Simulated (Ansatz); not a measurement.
A geometry of Ti₃Al away from equilibrium: step 3 of the relaxation of a generated cell, Ti3Al placed in the AFLOW prototype AB3_mC16_12_g_ij (D0_15, as in AlCl3). Computed with PBE (plane waves to 420 eV, PAW, scalar-relativistic; Ansatz, a first-principles code). Γ-centred k-mesh 7×7×6 on the run's cell (coarser than for final values), Fermi–Dirac smearing 0.05 eV.

```xyz
8
Lattice="2.7596 -4.7861 -0.0063 2.7596 4.7861 -0.0063 -1.8092 0.0000 5.4615" Properties=species:S:1:pos:R:3:forces:R:3 pbc="T T T" free_energy=-16069.685 pressure_GPa=5.3
Al     2.7596    -3.1937    -0.0063    0.0000   -0.0287    0.0000
Al     2.7596     3.1937    -0.0063    0.0000    0.0287    0.0000
Ti     0.9790     0.0000     1.5608    1.3436    0.0000    2.0596
Ti     2.7309     0.0000     3.8880   -1.3436    0.0000   -2.0596
Ti     3.6455    -1.5372     1.5400   -0.6124    1.0892    2.0386
Ti     0.0644    -1.5372     3.9089    0.6124    1.0892   -2.0386
Ti     0.0644     1.5372     3.9089    0.6124   -1.0892   -2.0386
Ti     3.6455     1.5372     1.5400   -0.6124   -1.0892    2.0386
```

Positions in Å, forces in eV/Å, free energy of the cell in eV (comparable only within this code, potentials and settings). Largest force: 2.46 eV/Å, on Ti3, Ti4 (atoms numbered as listed); the geometry lies 0.39 eV/atom above the end of its relaxation.

No spin polarisation in the result.

The run could not lose the symmetry of its start, so the end can be a saddle point.

The end of the path is a generated cell of Ti3Al: the first start was made by placing the elements on the sites of a structure type, and the end was not matched to a known phase here, so it may be hypothetical. Known forms of Ti3Al include space group No. 194.
